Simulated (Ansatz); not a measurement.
TiN (rock salt, space group No. 225), a = 4.2466 Å, b = 4.2466 Å, c = 4.2466 Å, α = 90.00°, β = 90.00°, γ = 90.00°; the cell used has 2 atoms.

Relaxed with PBE.

**Question.** Tabulate the valence density and the electron localisation function along the shortest Ti–Ti contact (3.00 Å), DFT-PBE in the program Ansatz with PAW potentials.

**Answer.** 

```
distance from Ti (Å)  density (e/Å³)   ELF
--------------------  --------------  ----
0.30                            8.76  0.29
0.45                            6.35  0.59
0.60                            3.51  0.65
0.75                            1.46  0.48
0.90                            0.56  0.21
1.05                            0.30  0.09
1.20                            0.22  0.10
1.35                            0.20  0.14
1.50                            0.19  0.17
1.65                            0.20  0.14
1.80                            0.22  0.10
1.95                            0.30  0.09
2.10                            0.56  0.21
2.25                            1.46  0.48
2.40                            3.51  0.65
2.55                            6.35  0.59
2.70                            8.76  0.29
```

The density is the valence pseudo-density with augmentation charge, so density and ELF within about 1 Å of a nucleus are not all-electron values.

Space group Fm-3m (rock salt). The PBE relaxation kept the symmetry of its start; phonons on a q-mesh show no instability. No spin polarisation was allowed.

Potentials: the later of the program's two PAW sets.
